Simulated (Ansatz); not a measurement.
TiNi in space group Cmcm (No. 63; Ti on 4c, Ni on 4c), plane-wave PAW r²SCAN (Ansatz code), all energies at zero smearing, with the estimated change up to a 700 eV cutoff added, with one set of potentials and settings (totals compare only within such a set). Cell of 4 atoms (2 Ti, 2 Ni): -16700.963 eV.

```
element                             reference phase  E (eV/atom)
-------  ------------------------------------------  -----------
Ti                      P6/mmm, 3 atoms in the cell   -2504.3896
Ni       Fm-3m, 1 atoms in the cell, spin-polarised   -5845.2912
```

Formation energy per atom, worked out: (-16700.963 − 2×(-2504.3896) − 2×(-5845.2912))/4 = -0.400 eV/atom (-39 kJ per mol of atoms), at 0 K, without zero-point energy or fitted corrections.

The start of the workflow was typed in or built on a structure type; neither database checked (COD, Materials Project) lists it. COD files the formula under space group No. 11, 147. Whether it is the stable phase at ambient conditions was not checked. The cell was relaxed with r²SCAN under the symmetry of its start; whether a distortion lowers the energy is not shown. The workflow began spin-polarised and lost its moments. The references are the lowest solids computed at this level, not always the standard phases.

Potentials: the later of the program's two PAW sets.
